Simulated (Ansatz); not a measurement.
This is a relaxation of cell and atoms with the plane-wave code Ansatz on Si₃Sn, ordered on the diamond lattice (P-4m2) with 4 atoms a cell; the level of theory is PBE. It starts from a guessed cell.

```yaml
crystal:
  lattice:
    - [3.853863862, 0.0, 0.0]
    - [0.0, 3.853863862, 0.0]
    - [0.0, 0.0, 5.4501865412]
  atoms:
    - { symbol: Si, position: [0.5, 0.0, 0.75] }
    - { symbol: Si, position: [0.5, 0.5, 0.0] }
    - { symbol: Si, position: [0.0, 0.5, 0.25] }
    - { symbol: Sn, position: [0.0, 0.0, 0.5] }
kpoints:
  mp_grid: { grid: [6, 6, 4] }
hamiltonian:
  xc: pbe
scf:
  occupations: { method: fermi_dirac, width: 0.02 }
relax:
  f_tol: 0.005
  cell: {}
```

The trajectory has 8 recorded frames, each with positions in Å and forces in eV/Å. The last, and any step after a large change of cell, is solved on a basis re-selected at its cell; pressure is positive in compression.

Step 1: energy 0.0 meV/atom from step 1, largest force component 2.959 eV/Å, pressure +18.94 GPa
```xyz
4
Lattice="3.8539 0.0000 0.0000 0.0000 3.8539 0.0000 0.0000 0.0000 5.4502" Properties=species:S:1:pos:R:3:forces:R:3 pbc="T T T"
Si    1.9269    0.0000    4.0876    0.0000    0.0000    2.9592
Si    1.9269    1.9269    0.0000    0.0000    0.0000    0.0000
Si    0.0000    1.9269    1.3625    0.0000    0.0000   -2.9592
Sn    0.0000    0.0000    2.7251    0.0000    0.0000    0.0000
```

Step 2: energy -269.8 meV/atom from step 1, largest force component 0.289 eV/Å, pressure +1.96 GPa
```xyz
4
Lattice="4.0428 0.0000 0.0000 0.0000 4.0428 0.0000 0.0000 0.0000 5.6860" Properties=species:S:1:pos:R:3:forces:R:3 pbc="T T T"
Si    2.0214    0.0000    4.4327    0.0000    0.0000   -0.2889
Si    2.0214    2.0214    0.0000    0.0000    0.0000    0.0000
Si    0.0000    2.0214    1.2534    0.0000    0.0000    0.2889
Sn    0.0000    0.0000    2.8430    0.0000    0.0000    0.0000
```

Step 3: energy -275.5 meV/atom from step 1, largest force component 0.036 eV/Å, pressure +0.41 GPa
```xyz
4
Lattice="4.0548 0.0000 0.0000 0.0000 4.0548 0.0000 0.0000 0.0000 5.7743" Properties=species:S:1:pos:R:3:forces:R:3 pbc="T T T"
Si    2.0274    0.0000    4.4805    0.0000    0.0000   -0.0365
Si    2.0274    2.0274    0.0000    0.0000    0.0000    0.0000
Si    0.0000    2.0274    1.2938    0.0000    0.0000    0.0365
Sn    0.0000    0.0000    2.8871    0.0000    0.0000    0.0000
```

Step 4: energy -275.7 meV/atom from step 1, largest force component 0.009 eV/Å, pressure +0.04 GPa
```xyz
4
Lattice="4.0633 0.0000 0.0000 0.0000 4.0633 0.0000 0.0000 0.0000 5.7806" Properties=species:S:1:pos:R:3:forces:R:3 pbc="T T T"
Si    2.0316    0.0000    4.4816    0.0000    0.0000    0.0095
Si    2.0316    2.0316    0.0000    0.0000    0.0000    0.0000
Si    0.0000    2.0316    1.2990    0.0000    0.0000   -0.0095
Sn    0.0000    0.0000    2.8903    0.0000    0.0000    0.0000
```

Step 5: energy -275.7 meV/atom from step 1, largest force component 0.002 eV/Å, pressure +0.01 GPa
```xyz
4
Lattice="4.0636 0.0000 0.0000 0.0000 4.0636 0.0000 0.0000 0.0000 5.7827" Properties=species:S:1:pos:R:3:forces:R:3 pbc="T T T"
Si    2.0318    0.0000    4.4837    0.0000    0.0000    0.0022
Si    2.0318    2.0318    0.0000    0.0000    0.0000    0.0000
Si    0.0000    2.0318    1.2990    0.0000    0.0000   -0.0022
Sn    0.0000    0.0000    2.8914    0.0000    0.0000    0.0000
```

Step 6: energy -276.9 meV/atom from step 1, largest force component 0.002 eV/Å, pressure +0.05 GPa
```xyz
4
Lattice="4.0636 0.0000 0.0000 0.0000 4.0636 0.0000 0.0000 0.0000 5.7827" Properties=species:S:1:pos:R:3:forces:R:3 pbc="T T T"
Si    2.0318    0.0000    4.4837    0.0000    0.0000    0.0022
Si    2.0318    2.0318    0.0000    0.0000    0.0000    0.0000
Si    0.0000    2.0318    1.2990    0.0000    0.0000   -0.0022
Sn    0.0000    0.0000    2.8914    0.0000    0.0000    0.0000
```

Step 7: energy -276.9 meV/atom from step 1, largest force component 0.002 eV/Å, pressure -0.01 GPa
```xyz
4
Lattice="4.0650 0.0000 0.0000 0.0000 4.0650 0.0000 0.0000 0.0000 5.7835" Properties=species:S:1:pos:R:3:forces:R:3 pbc="T T T"
Si    2.0325    0.0000    4.4846    0.0000    0.0000   -0.0019
Si    2.0325    2.0325    0.0000    0.0000    0.0000    0.0000
Si    0.0000    2.0325    1.2989    0.0000    0.0000    0.0019
Sn    0.0000    0.0000    2.8918    0.0000    0.0000    0.0000
```

Step 8: energy -276.9 meV/atom from step 1, largest force component 0.002 eV/Å, pressure -0.01 GPa
```xyz
4
Lattice="4.0650 0.0000 0.0000 0.0000 4.0650 0.0000 0.0000 0.0000 5.7835" Properties=species:S:1:pos:R:3:forces:R:3 pbc="T T T"
Si    2.0325    0.0000    4.4846    0.0000    0.0000   -0.0019
Si    2.0325    2.0325    0.0000    0.0000    0.0000    0.0000
Si    0.0000    2.0325    1.2989    0.0000    0.0000    0.0019
Sn    0.0000    0.0000    2.8918    0.0000    0.0000    0.0000
```

In 6 steps the volume changed by +18.1 %; between the first SCF and the last, each on a basis chosen for its cell, the energy fell by 277 meV an atom. Final cell: the symmetry is P-4m2 (No. 115, tetragonal); conventional cell a = 4.065 Å, c = 5.784 Å, 23.89 Å³ an atom. Si has 2 Si at 2.41 Å and 2 Sn at 2.58 Å; Si has 4 Si at 2.41 Å; Sn has 4 Si at 2.58 Å.

Command: `ansatz run input.yaml --threads 2 --pin off --max-ram 2211MiB --backend cpu --events-out ev --progress --plain --runs-dir out`.

Spin-unpolarised throughout. Whether this structure exists isn't addressed.
